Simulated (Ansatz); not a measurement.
Input:

CdS (wurtzite)

```
CdS
1.0
    4.19659     0.00000     0.00000
   -2.09830     3.63436     0.00000
    0.00000     0.00000     6.83017
Cd S
2 2
Direct
  0.33333   0.66667   0.99917
  0.66667   0.33333   0.49917
  0.33333   0.66667   0.37563
  0.66667   0.33333   0.87563
```

The volume is varied about the relaxed value V₀ at fixed cell shape. The atoms relax within the cell's symmetry.

Method: PBE (plane waves to 420 eV, PAW, scalar-relativistic; Ansatz, a first-principles code). k mesh 9×9×5 (Γ-centred), Fermi-Dirac smearing 0.05 eV. Energies are smeared free energies. Compression counts positive. With the shape held, the modulus is that of even scaling; a crystal free to change shape is softer. CdS was relaxed with its symmetry unable to fall. The PAW data are Ansatz's earlier set. ΔE is measured from the relaxed starting cell.

The scan covers V/V₀ from 0.840 to 1.160 in 9 points.

Task: What is the fitted pressure derivative B₀′?

Result: 4.6.

Task: What bulk modulus at fixed cell shape B₀ follows from a third-order Birch-Murnaghan fit?

Result: 53.1 GPa.

(A scan under strain: stresses follow from slopes of the energy per volume, elastic moduli from its curvatures.)
